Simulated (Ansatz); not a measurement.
AgI:
```xyz
2
Lattice="0.0000 3.2250 3.2250 3.2250 0.0000 3.2250 3.2250 3.2250 0.0000" Properties=species:S:1:pos:R:3 pbc="T T T"
Ag     4.8375     4.8375     4.8375
I      0.0000     0.0000     0.0000
```

Relaxed with PBEsol. Special points in fractions of this cell's reciprocal vectors: Γ (0.000, 0.000, 0.000); X (0.500, 0.000, 0.500); U (0.625, 0.250, 0.625); K (0.375, 0.375, 0.750); L (0.500, 0.500, 0.500); W (0.500, 0.250, 0.750).

### Question
List the band energies nearest the valence-band maximum at these points for the program Ansatz at the PBEsol level (PAW).

### Answer
In eV from the valence-band maximum; about four levels below and three above (degenerate sets whole), none deeper than 8.9 eV; points with the same levels are listed once.

```json
[
 {"k": "Γ", "below": "-3.17 -3.17 0.00 0.00 0.00", "above": "1.20 5.66 5.66 5.66"},
 {"k": "X", "below": "-3.05 -2.70 -1.87 -1.87", "above": "3.43 3.76 8.43"},
 {"k": "U", "below": "-3.14 -2.88 -2.10 -1.49", "above": "3.82 4.93 7.58"},
 {"k": "L", "below": "-3.14 -3.14 -3.02 -0.76 -0.76", "above": "2.64 6.15 6.15"},
 {"k": "W", "below": "-2.94 -2.83 -2.26 -1.71", "above": "4.76 5.09 6.30"}
]
```

Space group F-43m (zinc blende). Symmetry was held in the PBEsol relaxation. The run is not spin-polarised. Spin–orbit coupling is left out wherever it is not named.

Potentials: the later of the program's two PAW sets.
